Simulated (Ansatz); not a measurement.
# LiAlF₄: reading a single point

```
CELL_PARAMETERS angstrom
3.37209 0.00000 0.00000
0.00000 3.37209 0.00000
0.00000 0.00000 5.93348
ATOMIC_POSITIONS crystal
Li 0.50000 0.50000 0.50000
Al 0.00000 0.00000 0.00000
F 0.50000 0.00000 0.00000
F 0.00000 0.50000 0.00000
F 0.00000 0.00000 0.27280
F 0.00000 0.00000 0.72720
```

Single point in Ansatz 0.2.0 with PBE, no spin polarisation. Cutoff 420 eV, PAW datasets, 8×8×5 Γ-centred k mesh, fermi-dirac filling (width 0.0223 eV).

(1) Give the Bader charges.

(2) Is it stable against the elements?

(3) Where is the largest force?

(4) Metal or insulator? Give the gap.

(5) What is the character of the valence top and the conduction bottom?

(6) What does the stress say?

Origin: a known structure type with other elements, at an estimated volume, so it need not be a known compound. Caveats: atoms or cell far from equilibrium.

Answers

(1) Bader charges in e: Li +0.96, Al +2.61, F -0.89. In the mean Al gives up most and F takes most.

(2) -2.85 eV an atom against the elements' usual phases (free molecules for gases, crystals otherwise, with no correction for O₂ or N₂), so it is bound against them; other compounds may still compete. Relaxing would lower it.

(3) The largest is on F5 (and as large on other atoms): 5.58 eV/Å, components (0.00, 0.00, 5.58). It makes 180° with the line to a nearest neighbour, Al2 at 1.62 Å, pointing away from it.

(4) The gap is 5.93 eV, indirect (the least direct gap found is 6.72 eV). A semilocal functional usually gives too small a gap.

(5) Within 0.7 eV of the edges, the states project mainly on F p (99 %) below the gap and on Li s (76 %) above it.

(6) The pressure is 28.8 GPa (compression positive), so with the atoms held at these fractions the cell would first expand; the forces are large, so a full relaxation may end otherwise. The principal stresses 24.5, 24.5, 37.5 GPa differ, so its shape would change too.
